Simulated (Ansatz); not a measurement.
**TiRh3: do energies and stresses tell the same story?**

These are results of DFT r2SCAN, scalar-relativistic, plane waves, PAW (Ansatz 0.2.0), not measurements.

Plane waves to 500 eV, a k mesh through Γ of 12×12×12 on the computed 4-atom cell and Gaussian smearing (0.10 eV); no spin polarisation.

Relaxed cell: Pm-3m, a = 3.821 Å, b = 3.821 Å, c = 3.821 Å, α = 90.00°, β = 90.00°, γ = 90.00°, 4 atoms in the primitive cell. Whether it is the stable form of this composition wasn't checked.

Energies at zero smearing and pressures from the stress tensor, at volumes with shape and atoms relaxed:
```tsv
V (Å³/atom)	E − E(first) (meV/atom)	P (GPa)
13.105	0.00	18.03
13.524	-33.82	8.24
13.942	-44.16	0.00
14.360	-34.75	-6.93
14.778	-8.74	-12.74
```

**Question.** Check P = −dE/dV between neighbouring volumes, and get the bulk modulus from the pressures alone.

**Answer.** With 1 eV/Å³ = 160.2 GPa:
```json
{"middle V (Å³/atom)": "13.314", "−ΔE/ΔV (GPa)": "12.955", "mean P (GPa)": "13.136"}
{"middle V (Å³/atom)": "13.733", "−ΔE/ΔV (GPa)": "3.961", "mean P (GPa)": "4.119"}
{"middle V (Å³/atom)": "14.151", "−ΔE/ΔV (GPa)": "-3.606", "mean P (GPa)": "-3.465"}
{"middle V (Å³/atom)": "14.569", "−ΔE/ΔV (GPa)": "-9.964", "mean P (GPa)": "-9.837"}
```

The two differ by 0.18 GPa at most. The mean of two end pressures misses the average over a step by about ΔV² P″/12, up to 0.14 GPa here; with that taken off 0.04 GPa remains. The stress is the derivative of the free energy, not of the energy at zero smearing, and with free energies 0.00 GPa remains. Around V = 13.942 Å³/atom, the two neighbours give B = −V ΔP/ΔV = 13.942 × 15.17 / 0.837 = 252.8 GPa, against B0 = 251.7 GPa from the Birch–Murnaghan fit of the energies.